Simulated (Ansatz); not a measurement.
AgI:
Space group Pm-3m (No. 221); a = b = c = 3.7414 Å, α = β = γ = 90.00°

```csv
atom,site,symmetry,x,y,z
Ag,1a,m-3m,0.0000,0.0000,0.0000
I,1b,m-3m,0.5000,0.5000,0.5000
```

Relaxed with PBEsol. PBEsol (plane waves, PAW; program Ansatz) gives no gap.

Problem. What gap does HSE06 give on the same cell (Ansatz, PAW)?

Solution. 1.02 eV. The hybrid was solved on a coarser mesh and at special points; the gap given is the minimum over both. On such a mesh it can open a false gap in a semimetal.

```tsv
k	v1 PBEsol	c1 PBEsol	v1 HSE06	c1 HSE06
Γ	-1.45	-0.16	-1.45	1.02
R	-1.25	2.15	___	___
M	-0.30	0.07	___	___
X	0.00	3.50	___	___
```

Problem. Top valence (v1) and lowest conduction level (c1) in eV from each method's valence maximum (which need not be a listed point): supply the withheld HSE06 values.

Solution. 
- X, v1 HSE06: 0.00
- X, c1 HSE06: 4.64
- R, v1 HSE06: -1.55
- R, c1 HSE06: 3.12
- M, v1 HSE06: -0.23
- M, c1 HSE06: 1.09

Cost on shared cores: the PBEsol run (SCF on a 11×11×11 mesh, then bands and DOS) roughly 30 core-seconds, the HSE06 run (SCF on 6×6×6, then a few points) around 120 core-seconds (rough); the tasks are unlike.

The workflow started from a Materials Project entry (that database holds measured and hypothetical structures alike); the Crystallography Open Database copy checked does not list it. It is not the phase usual at ambient conditions (space group No. 186, 216). The PBEsol relaxation kept the symmetry of its start. At this level the phase is mechanically unstable. No spin polarisation was allowed. Its formation energy is positive at this level, so the cell may be metastable or incomplete. Scalar-relativistic: spin–orbit coupling is off unless named, which matters more the heavier the elements.

Potentials: the earlier of the program's two PAW sets. The files were generated under PBE; for other functionals the program regenerates the frozen cores, and for LDA and PBEsol the local potential too.
